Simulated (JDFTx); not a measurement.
TiAl3(101) slab cut from bulk TiAl3 (space group I4/mmm, indices of the conventional cell, lattice of the Materials Project entry mp-542915, not re-optimised): 9 atoms in 9 planes, a 1x1 cell of 17.92 Å² (|a| = 3.822, |b| = 5.062 Å), 6.8 Å between the outermost planes, Al outermost, slab composition Ti2Al7, cell height 23.0 Å, 6×6×1 k mesh, Fermi smearing 0.01 Ha, no spin polarisation. Whether this polymorph is the ambient one wasn't checked. Neither spin polarisation nor a larger cell was tried.

Computed with a modified build of JDFTx: PBE, GBRV ultrasoft potentials, plane waves to 20/100 Ha. Liquid on both sides: linear PCM (GLSSA13), water, 0.5 M NaF; nuclei fixed. 

Charging data:

```csv
U − U_pzc (V),σ (μC/cm²)
-0.71,-11.20
-0.51,-8.32
-0.31,-5.28
-0.23,-4.00
0.00,0.00
0.29,5.86
```

Worked example: a check of Lippmann's equation. The grand free energy per area against the neutral slab, Δγ = [F(N) − F(N₀) − μ(N − N₀)]/2A, is taken from the total energies of the same runs.

| U − U_pzc (V) | Δγ (mJ/m²) |
|---|---|
| -0.71 | -41.6 |
| -0.51 | -22.1 |
| -0.31 | -8.5 |
| -0.23 | -4.8 |
| 0.00 | 0.0 |
| 0.29 | -8.1 |

Δγ is largest at zero charge and falls away from it, as dγ/dU = −σ demands. At -0.71 V the computed -41.6 mJ/m² stands beside -39.9 mJ/m² from the constant-capacitance formula.
